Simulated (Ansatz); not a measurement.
Starting cell, Au (fcc, Cu type):

```
Au
1.0
    4.08345     0.00000     0.00000
    0.00000     4.08345     0.00000
    0.00000     0.00000     4.08345
Au
4
Direct
  0.00000   0.00000   0.00000
  0.50000   0.50000   0.00000
  0.50000   0.00000   0.50000
  0.00000   0.50000   0.50000
```

Two-dimensional scan of atom 3 (Au, nearest neighbour Au at 2.887 Å; its periodic images, 4.1 Å or more away, move with it): u runs along (1.000, 0.000, 0.000), v along (0.000, 1.000, 0.000) (Cartesian). Cell and other atoms are fixed.

The numbers are results of PBEsol (plane waves to 420 eV, PAW, scalar-relativistic; Ansatz, an electronic-structure program), not measurements. k mesh 9×9×9 (Γ-centred), Fermi-Dirac smearing 0.05 eV. Energies are smeared free energies. With partly filled bands, energies and forces of such displacements shift with the k mesh and the smearing. Au was relaxed with its symmetry unable to fall. Spin-orbit coupling is left out, though Au is heavy. The last digit holds for this mesh only.

Changes of ΔE (meV/cell) from the point u = 0.000 Å, v = 0.000 Å when one coordinate moves alone (two changes are said to add if the coupling is within 5 % of the smaller one, nearly so within 20 %):

```json
[
 {"point": "u = 0.000 Å, v = -0.430 Å", "change": "690.6"},
 {"point": "u = 0.000 Å, v = -0.287 Å", "change": "288.5"},
 {"point": "u = 0.000 Å, v = -0.143 Å", "change": "69.2"},
 {"point": "u = -0.430 Å, v = 0.000 Å", "change": "690.6"},
 {"point": "u = -0.287 Å, v = 0.000 Å", "change": "288.5"},
 {"point": "u = -0.143 Å, v = 0.000 Å", "change": "69.2"},
 {"point": "u = 0.143 Å, v = 0.000 Å", "change": "69.2"},
 {"point": "u = 0.287 Å, v = 0.000 Å", "change": "288.5"},
 {"point": "u = 0.430 Å, v = 0.000 Å", "change": "690.6"},
 {"point": "u = 0.000 Å, v = 0.143 Å", "change": "69.2"},
 {"point": "u = 0.000 Å, v = 0.287 Å", "change": "288.5"},
 {"point": "u = 0.000 Å, v = 0.430 Å", "change": "690.6"}
]
```

**Question.** Do the two effects add at u = -0.430 Å, v = 0.143 Å? Give the computed change.

**Answer.** The sum of the single changes is 690.6 + (69.2) = 759.8; the calculation gives 804.7, so the coupling contributes 44.9 (over 20 % of the smaller single change, not additive).

**Question.** Do the two effects add at u = 0.430 Å, v = -0.430 Å? Give the computed change.

**Answer.** The sum of the single changes is 690.6 + (690.6) = 1381.2; the calculation gives 1848.4, so the coupling contributes 467.2 (over 20 % of the smaller single change, not additive).

**Question.** What is the change at u = -0.287 Å, v = -0.287 Å, where both move, and how far is it from the sum?

**Answer.** The sum of the single changes is 288.5 + (288.5) = 577.0; the calculation gives 654.6, so the coupling contributes 77.6 (over 20 % of the smaller single change, not additive).

(A displaced cell: forces are minus the slopes of the energy, force constants its curvatures, and phonons follow from these.)
